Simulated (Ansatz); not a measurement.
AgI (CsCl type, Pm-3m) under volume change, PBEsol in the plane-wave PAW code Ansatz, scaled uniformly.

```
V (Å³/atom)  E − E(relaxed) (meV/atom)  P (GPa)
-----------  -------------------------  -------
23.829                            35.1     5.11
24.615                            14.8     3.19
25.401                             3.5     1.47
26.186                             0.0     0.00
26.972                             3.1    -1.21
27.757                            11.5    -2.21
28.543                            24.5    -3.03
```

### Question
What does a third-order Birch–Murnaghan fit give for V₀, B₀ and B′?

### Answer
V₀ = 26.20 Å³/atom, B₀ = 43.5 GPa, B′ = 4.6.

The first step of the workflow began from a Materials Project structure, measured or hypothetical; the Crystallography Open Database copy checked does not list it. It is not the phase usual at ambient conditions (space group No. 186, 216). Symmetry was held in the PBEsol relaxation. At this level the phase is mechanically unstable. No spin polarisation was allowed. Its formation energy is positive at this level, so the cell may be metastable or incomplete. Scalar-relativistic: spin–orbit coupling is off unless named, which matters more the heavier the elements.

Potentials: the earlier of the program's two PAW sets.
